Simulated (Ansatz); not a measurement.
The start is a relaxed WC cell, doubled along one cell vector, shaken by Gaussian noise of σ = 0.08 Å a coordinate. The cell and all atomic positions are relaxed at zero pressure with PBEsol (plane waves to 420 eV, PAW, scalar-relativistic; Ansatz, a quantum-chemistry and plane-wave program). First-step values are on the input's coarse k-mesh.

Ansatz input (later rounds restart from its end on a renewed k-mesh):
Ansatz 0.2 input:
```yaml
crystal:
  lattice:
    - [3.9346821401, 0, 0]
    - [0, 7.8693642802, 0]
    - [0, 0, 4.9628122745]
  atoms:
    - { symbol: C, position: [0.4820156199, 0.0027318304, -0.0117559948] }
    - { symbol: C, position: [0.5107237347, 0.4839092477, -0.0004934656] }
    - { symbol: C, position: [-0.0226627119, 0.2490830006, 0.4691117622] }
    - { symbol: C, position: [-0.0187572549, 0.7624995132, 0.520491192] }
    - { symbol: W, position: [-0.0302469085, -0.005900344, -0.0046708894] }
    - { symbol: W, position: [0.0007404809, 0.4947238237, -0.0131525146] }
    - { symbol: W, position: [0.0019666027, -0.0006336748, 0.5159689799] }
    - { symbol: W, position: [0.0050552911, 0.5060252504, 0.517643255] }
basis: { ecutwfc: 420, ecutrho_ratio: 4, xc_grid: 2, fft_grid_basis: typed }
kpoints: { mp_grid: { grid: [6, 3, 5] } }
hamiltonian:
  xc: pbesol
  dispersion: none
  pseudopotentials: { kind: paw }
scf: { occupations: { method: fermi_dirac, width: 0.05 } }
relax: { f_tol: 0.01, max_steps: 100, cell: { stress_tol: 0.02 } }
output: { forces: true, stress: true }
```

**Question.** By how much does the energy per atom fall from start to end?

**Answer.** About 2.4 eV/atom.

**Question.** How does the volume change?

**Answer.** -45.0 %, from 19.21 to 10.57 Å³/atom.

**Question.** Is the parent structure recovered?

**Answer.** It does not go back: it reaches Cm (No. 8), 2.44 eV/atom below the parent.

**Question.** How do the shortest distances between atoms change?

**Answer.** The closest pairs of elements (up to four, under 3.6 Å), start → end: C–C 3.50 → 1.55 Å; C–W 1.87 → 2.10 Å; W–W 2.33 → 2.73 Å.

**Question.** Is the relaxed structure metallic? Give its gap.

**Answer.** No gap (metallic).

**Question.** What does it relax into? Give the structure.

**Answer.** 
```cif
data_C8W8
_chemical_formula_sum 'C8 W8'
_space_group_name_H-M_alt 'Cm'
_space_group_IT_number 8
_space_group_name_Hall 'C -2y'
_cell_length_a 5.80347
_cell_length_b 5.73935
_cell_length_c 5.08380
_cell_angle_alpha 90.000
_cell_angle_beta 92.828
_cell_angle_gamma 90.000
loop_
_space_group_symop_operation_xyz
  'x, y, z'
  'x, -y, z'
  'x+1/2, y+1/2, z'
  'x+1/2, -y+1/2, z'
loop_
_atom_site_label
_atom_site_type_symbol
_atom_site_symmetry_multiplicity
_atom_site_Wyckoff_symbol
_atom_site_fract_x
_atom_site_fract_y
_atom_site_fract_z
_atom_site_occupancy
C1 C 2 a 0.05327 0.50000 0.09696 1
C2 C 2 a 0.23883 0.50000 0.32703 1
C3 C 2 a 0.23465 0.00000 0.33367 1
C4 C 2 a 0.01013 0.00000 0.81497 1
W1 W 4 b 0.27421 0.23778 0.97246 1
W2 W 4 b 0.49304 0.25183 0.48745 1
```
(The calculation used a cell of 8 atoms; values per cell refer to that cell.)

Final values are on a 12×12×9 k-mesh of the relaxed cell. The start holds a very short contact (W–C 1.87 Å). No spin polarisation in the result.

The relaxed structure here is a generated cell of WC: the first start was made by a random draw of sites in a space group, and the end was not matched to a known phase here, so it may be hypothetical. Known forms of WC include space group No. 187.
